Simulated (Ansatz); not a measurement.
PbS (rock salt)

Space group Fm-3m (No. 225); a = b = c = 5.9745 Å, α = β = γ = 90.00°

```tsv
atom	site	symmetry	x	y	z
S	4a	m-3m	0.0000	0.0000	0.0000
Pb	4b	m-3m	0.5000	0.5000	0.5000
```
(The calculation used a cell of 2 atoms; values per cell refer to that cell.)

The volume is varied about the relaxed value V₀ at fixed cell shape. Symmetry pins the atoms to their sites.

All values below come from r2SCAN (plane waves to 500 eV, PAW, scalar-relativistic; Ansatz, a program for electronic structure). k mesh 10×10×10 (Γ-centred), Fermi-Dirac smearing 0.05 eV. Energies are smeared free energies. PbS was relaxed with its symmetry unable to fall. Spin-orbit coupling is left out, though Pb is heavy. ΔE is measured from the relaxed starting cell.

| V (Å³/atom) | ΔE (meV/atom) |
|---|---|
| 23.991 | 57.9 |
| 24.436 | 38.9 |
| 24.880 | 24.1 |
| 25.324 | 13.2 |
| 25.769 | 5.7 |
| 26.213 | 1.4 |
| 26.657 | 0.0 |
| 27.102 | 1.3 |
| 27.546 | 5.0 |
| 27.990 | 11.0 |
| 28.434 | 19.1 |
| 28.878 | 29.0 |
| 29.323 | 40.6 |

Problem. What is the fitted pressure derivative B₀′?

Solution. 4.3.

Problem. What bulk modulus B₀ follows from a third-order Birch-Murnaghan fit?

Solution. 57.8 GPa. Check by three points about V = 26.657 Å³/atom, step 0.444: d²E/dV² ≈ (1.4 − 2·0.0 + 1.3) meV / 0.444² = 0.0137 eV/Å⁶, and V·d²E/dV² × 160.2 = 58.4 GPa.

(A scan under strain: stresses follow from slopes of the energy per volume, elastic moduli from its curvatures.)
